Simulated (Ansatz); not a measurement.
A free-standing Janus 1T monolayer of PdOS was relaxed with 5 functionals in the PAW code Ansatz, cell and atoms free, the symmetry of the start kept (meshes: PBE 12×12×1, r2SCAN 12×12×1, PBEsol 12×12×1, LDA 12×12×1, HSE06 6×6×1). (Calculated; spin-unpolarised; the phase may be known or hypothetical.)

The HSE06 result:
```
Pd O S
1.0
     3.26546    0.00000    0.00000
    -1.63273    2.82797    0.00000
     0.00000    0.00000   29.16413
Pd O S
1 1 1
Direct
  0.00000 0.00000 0.31230
  0.33333 0.66667 0.34441
  0.66667 0.33333 0.26909
```
Periodic in the plane only; c spans the vacuum.

In-plane lattice: a = 3.265 Å, b = 3.265 Å, γ = 120.0°; thickness between the outer nuclei 2.20 Å. Pd has 3 O at 2.11 Å and 3 S at 2.27 Å; O has 3 Pd at 2.11 Å; S has 3 Pd at 2.27 Å.

**Question.** What lattice does PBE give?

**Answer.** a = 3.330 Å; the area differs by +4.0 % from HSE06's. Pd is surrounded by 3 O at 2.15 Å and 3 S at 2.29 Å; O is surrounded by 3 Pd at 2.15 Å; S is surrounded by 3 Pd at 2.29 Å.

**Question.** What lattice does PBEsol give?

**Answer.** a = 3.284 Å; the area differs by +1.1 % from HSE06's. Around Pd lie 3 O at 2.12 Å and 3 S at 2.27 Å; around O lie 3 Pd at 2.12 Å; around S lie 3 Pd at 2.27 Å.

**Question.** Held at the r2SCAN cell, what mean stress do LDA and PBE find, and does its sign point to their own minimum?

**Answer.** Yes. LDA -3.04 N/m, and its relaxed area is -2.0 % from r2SCAN's; PBE +1.97 N/m, and its relaxed area is +2.4 % from r2SCAN's. Compression counts positive, so a positive stress asks for a larger cell.
